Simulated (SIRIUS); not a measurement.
Set-up for a self-consistent single point of HfN (Fm-3m, 8 atoms in the cell; from Materials Project mp-2828, changed as shown).

```
CELL_PARAMETERS angstrom
      4.39894     0.00000     0.00000
      0.00000     4.39894     0.00000
      0.00000     0.00000     4.39894
ATOMIC_POSITIONS crystal
  Hf 0.00000 0.00000 0.00000
  Hf 0.00000 0.50000 0.50000
  Hf 0.50000 0.00000 0.50000
  Hf 0.50000 0.50000 0.00000
  N  0.50000 0.00000 0.00000
  N  0.50000 0.50000 0.50000
  N  0.00000 0.00000 0.50000
  N  0.00000 0.50000 0.00000
```

Level of theory: LDA (PW92), GBRV LDA ultrasoft pseudopotentials (plane waves; SIRIUS).

SIRIUS settings:

```
key                                                                   value
--------------------------------------  -----------------------------------
parameters.ngridk                                                  10 10 10
parameters.xc_functionals                           [XC_LDA_X, XC_LDA_C_PW]
parameters.gk_cutoff                                           6.325 1/bohr
parameters.pw_cutoff                                          14.143 1/bohr
parameters.smearing                                             fermi_dirac
parameters.smearing_width                                     0.00367493 Ha
potentials                              GBRV LDA ultrasoft pseudopotentials
parameters.electronic_structure_method                      pseudopotential
parameters.num_bands                                                     41
parameters.num_mag_dims                                                   0
parameters.num_dft_iter                                                 100
parameters.energy_tol                                              1e-07 Ha
parameters.density_tol                                                1e-06
mixer.type                                                         broyden2
mixer.beta                                                              0.5
mixer.use_hartree                                                     false
```

Results:

```
Quantity                                                 Result
------------------------------------------------  -------------
Number of valence electrons                                  68
Number of bands                                              41
Number of k-points after the program's reduction             56
Number of plane waves (most at a k-point)                  2517
Number of SCF iterations                                     24
FFT grid                                           40 × 40 × 40
Free energy E − TS                                -9744.1213 eV
Fermi level (on the code's own zero)                   20.12 eV
Pressure                                              14.41 GPa
```

Stress (GPa, positive for compression):
```
14.41   0.00   0.00
 0.00  14.41   0.00
 0.00   0.00  14.41
```

For comparison: a first run was changed to give this one (lattice scaled by 0.98), and from it to this one the free energy rises by 20.2 meV/atom and the pressure goes from -5.40 to 14.41 GPa.

The structure comes from a collection of computed structures, made at another level of theory; the collection holds predicted forms beside known ones. Its lattice was then scaled.

Cost on one core: about 4 core-minutes (a rough figure).
